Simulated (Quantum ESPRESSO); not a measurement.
pw.x input (Quantum ESPRESSO 7.5; PBEsol, PseudoDojo standard norm-conserving files, scalar-relativistic):

```
&CONTROL
  calculation = 'scf'
  pseudo_dir = './pseudo'
  outdir = './out'
  tprnfor = .true.
  tstress = .true.
/
&SYSTEM
  ibrav = 0
  nat = 11
  ntyp = 4
  ecutwfc = 110.0
  ecutrho = 440.0
  occupations = 'smearing'
  smearing = 'fd'
  degauss = 0.002
  nbnd = 52
/
&ELECTRONS
  conv_thr = 1.1000000000000001e-09
/
ATOMIC_SPECIES
O 15.9990 O.upf
Rb 85.4678 Rb.upf
La 138.9055 La.upf
Ta 180.9479 Ta.upf
CELL_PARAMETERS angstrom
  3.910390000000   0.000000000000   0.000000000000
  0.000000000000   3.910390000000   0.000000000000
  0.000000000000   0.000000000000  11.314460000000
ATOMIC_POSITIONS crystal
O   0.000000000000   0.000000000000   0.000000000000
O   0.000000000000   0.500000000000   0.165590000000
O   0.000000000000   0.500000000000   0.834410000000
O   0.500000000000   0.000000000000   0.165590000000
O   0.500000000000   0.000000000000   0.834410000000
O   0.000000000000   0.000000000000   0.362980000000
O   0.000000000000   0.000000000000   0.637020000000
Rb   0.500000000000   0.500000000000   0.500000000000
La   0.500000000000   0.500000000000   0.000000000000
Ta   0.000000000000   0.000000000000   0.203680000000
Ta   0.000000000000   0.000000000000   0.796320000000
K_POINTS automatic
8 8 4 0 0 0
```

End of the output:

```

[...]
     the Fermi energy is     8.2895 ev
!    total energy              =    -616.71514439 Ry
     estimated scf accuracy    <          4.4E-10 Ry
     smearing contrib. (-TS)   =       0.00000000 Ry
     internal energy E=F+TS    =    -616.71514439 Ry
     The total energy is F=E-TS. E is the sum of the following terms:
     one-electron contribution =    -359.77062761 Ry
     hartree contribution      =     221.74414131 Ry
     xc contribution           =    -147.14985240 Ry
     ewald contribution        =    -331.53880570 Ry
     convergence has been achieved in  16 iterations
     Forces acting on atoms (cartesian axes, Ry/au):
     atom    1 type  1   force =     0.00000000    0.00000000    0.00000000
     atom    2 type  1   force =     0.00000000    0.00000000    0.00055377
     atom    3 type  1   force =     0.00000000    0.00000000   -0.00055377
     atom    4 type  1   force =     0.00000000    0.00000000    0.00055377
     atom    5 type  1   force =     0.00000000    0.00000000   -0.00055377
     atom    6 type  1   force =     0.00000000    0.00000000   -0.03654494
     atom    7 type  1   force =     0.00000000    0.00000000    0.03654494
     atom    8 type  2   force =     0.00000000    0.00000000    0.00000000
     atom    9 type  3   force =     0.00000000    0.00000000    0.00000000
     atom   10 type  4   force =     0.00000000    0.00000000    0.00693762
     atom   11 type  4   force =     0.00000000    0.00000000   -0.00693762
     Total force =     0.052617     Total SCF correction =     0.000101
     Computing stress (Cartesian axis) and pressure
          total   stress  (Ry/bohr**3)                   (kbar)     P=      -61.43
  -0.00039483   0.00000000   0.00000000          -58.08        0.00        0.00
   0.00000000  -0.00039483   0.00000000            0.00      -58.08        0.00
   0.00000000   0.00000000  -0.00046322            0.00        0.00      -68.14
```
In a gapped system the printed Fermi energy is only some level inside the gap.

Spin-orbit coupling is not included.

Geometry of the Materials Project entry, not relaxed at this level.
